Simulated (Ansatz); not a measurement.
## How far is PAW off for HfC?

```
CELL_PARAMETERS angstrom
0.00000 2.27850 2.32500
2.27850 0.00000 2.32500
2.27850 2.27850 0.00000
ATOMIC_POSITIONS crystal
Hf 0.50000 0.50000 0.50000
C 0.00000 0.00000 0.00000
```

Atom numbers follow the list: Hf1, C2.

The cell comes from COD entry 1539502, which wasn't checked; take it as a given geometry. The listed cell was then made from it by scaling, straining or moving an atom.

Spin–orbit coupling is left out, though it moves levels of the heavy atoms by tenths of an eV or more.

Methods: DFT, LDA, PAW with Ansatz's default frozen-core files, scalar-relativistic (Ansatz 0.2.0); DFT, LDA, all-electron PAW with datasets made for the crystal, scalar-relativistic (Ansatz 0.2.0); DFT, LDA, all-electron LAPW, scalar-relativistic (Ansatz 0.2.0).

For PAW: a Γ-centred 12×12×12 k mesh, Fermi–Dirac smearing of 0.05 eV, cutoff 420 eV, no spin polarisation; the PAW files were made with PBE, and the program remakes their frozen cores for this functional. The crystal-made all-electron datasets (AE datasets) take a cutoff of 400 eV at this cell. LAPW targets a basis error of 0.25 meV/atom. The Ansatz runs share mesh, smearing and spin set-up. Plane-wave (PAW) pressures include the program's estimate of the Pulay term.

Stress and pressure are positive in compression.

The change that made this cell: equal xx and yy strain of -2 %.

No spin–orbit coupling: at heavy atoms the gradients can be off by tens of per cent for that reason.

In a metal, gradients converge slowly with the k mesh: the values move by tens of per cent from one mesh to another, at times in sign, so only the comparison on one mesh counts.

```csv
quantity,PAW,AE datasets,LAPW
pressure (GPa),-2.28,-2.19,-2.19
stress xx (GPa),0.66,0.75,0.75
stress zz (GPa),-8.15,-8.06,-8.06
field gradient Vzz at Hf1 (10²¹ V/m²),7.90,7.94,–
```

PAW's pressure differs from the LAPW value by -0.09 GPa.
